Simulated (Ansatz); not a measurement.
PtRhN2:
```xyz
4
Lattice="1.4609 0.8435 6.1809 -1.4609 0.8435 6.1809 0.0000 -1.6870 6.1809" Properties=species:S:1:pos:R:3 pbc="T T T"
Rh     0.0000     0.0000     9.2713
Pt     0.0000     0.0000     0.0000
N      0.0000     0.0000    16.6045
N      0.0000     0.0000     1.9382
```

Relaxed with r²SCAN.

Q: Map the electron localisation function on the plane through (0.500, 0.500, 0.500) spanned by u = [1, 0, 0] and v = [-1, 1, 1] in lattice vectors, from r²SCAN (plane waves, PAW; program Ansatz).

A: x is the fraction of u, y of v (the angle between them is 44°; rows are the nearest grid lines); atoms in the plane: Rh at (0.00, 0.00), Pt at (0.00, 0.50), N at (0.79, 0.40), N at (0.21, 0.60).
```
|%%%%*-:.    .::---::.    .:-*%%%%|
|%%%%#+-..     .::--::..    .-+#%%|
|*##%%*=:..     .::::::.     .:=**|
|::-=***-:..     ..::::::.    ..::|
|::::-==-:..      ..::::::.    .::|
|*#%#*-:....        ..:::::::..:=*|
|*%@@@%+-..          .:::::--:::=*|
|=%@%##%@#=:          .::--==+=-:=|
|:+@@*-=#%#=:       ....:-==++*+-:|
|+--%@#. -#%#-. ..:=+++=-:-+****#+|
|*=:-%@*:.+%%*:...-+*###*-:=*#****|
|#**=:=%@%#%@%*-..:=#@@%@@%=:=**##|
|##**=:=%@@%@@#=:..-*%@%#%@%=:=**#|
|****#*=:-*###*+-...:*%%+.:*@%-:=*|
|+#****+-:-=+++=:.. .-#%#- .#@%--+|
|:-+*++==-:....       :=#%#=-*@@+:|
|=:-=+==--::.          :=#@%##%@%=|
|*=:::--:::::.          ..-+%@@@%*|
|*=:..:::::::..        ....:-*#%#*|
|::.    .::::::..      ..:-==-::::|
|::..    .::::::..     ..:-***=-::|
|**=:.     .::::::.     ..:=*%%##*|
|%%#+-.    ..::--::.     ..-+#%%%%|
|%%%%*-:.    .::---::.    .:-*%%%%|
```
Scale: ten equal steps from 0.015 (start of ' ') to 0.844 (end of '@'), in the order ' .:-=+*#%@'; x runs from 0.000 to 1.00, y from 0.000 (bottom) to 1.00 (top).

The density is the valence pseudo-density with augmentation charge, so density and ELF within about 1 Å of a nucleus are not all-electron values.

Space group R-3m. The start of the workflow was typed in or built on a structure type; neither database checked (COD, Materials Project) lists it. Its standing as an ambient phase is unchecked. The cell was relaxed with r²SCAN under the symmetry of its start; whether a distortion lowers the energy is not shown. The workflow began spin-polarised and lost its moments. Its formation energy is positive at this level, so the cell may be metastable or incomplete. Scalar-relativistic: spin–orbit coupling is off unless named, which matters more the heavier the elements.

Potentials: the earlier of the program's two PAW sets.
